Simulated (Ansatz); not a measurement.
# Sn, first-principles data

Sn:
```xyz
1
Lattice="-1.8666 1.8666 1.8666 1.8666 -1.8666 1.8666 1.8666 1.8666 -1.8666" Properties=species:S:1:pos:R:3 pbc="T T T"
Sn     0.0000     0.0000     0.0000
```

Space group Im-3m (No. 229), bcc (W type); conventional cell a = b = c = 3.7333 Å, α = β = γ = 90.00°.

Method: PBEsol in the plane-wave PAW code Ansatz. Geometry: relaxed at this level of theory. Other levels are named where they apply.

**Cell and energy**

```json
{
  "volume_per_atom": "26.02 Å³",
  "density": "7.58 g/cm³"
}
```

**Electronic structure**

```json
{
  "electronic_character": "metallic (no gap)",
  "Density of states at the Fermi level": "0.57 states/eV per atom (mean over ±0.08 eV)",
  "Gap with spin–orbit coupling": "none (metallic)"
}
```

**Mechanics**

```json
{
  "Bulk modulus (Birch–Murnaghan fit)": "55.0 GPa",
  "Pressure derivative B′": "5.3",
  "Elastic constants (relaxed ions, GPa)": "C11 = 48.2, C12 = 61.3, C44 = 24.3",
  "mechanical_stability": "unstable (C has a negative eigenvalue)"
}
```

**Phonons**

```json
{
 "dynamical_stability_on_the_path": "unstable, down to 26i cm⁻¹"
}
```

The workflow started from a Materials Project entry (that database holds measured and hypothetical structures alike); the Crystallography Open Database copy checked does not list it. It is not the phase usual at ambient conditions (space group No. 141). Symmetry was held in the PBEsol relaxation. As this level gives no gap, shear constants depend on the k-mesh and smearing (Fermi–Dirac, 0.1 eV here). As this level gives no gap, phonon frequencies hold no LO–TO term and depend on the k-mesh and smearing (Fermi–Dirac, 0.1 eV here). Scalar-relativistic: spin–orbit coupling is off unless named, which matters more the heavier the elements.

Potentials: the earlier of the program's two PAW sets. The files were generated under PBE; for other functionals the program regenerates the frozen cores, and for LDA and PBEsol the local potential too.
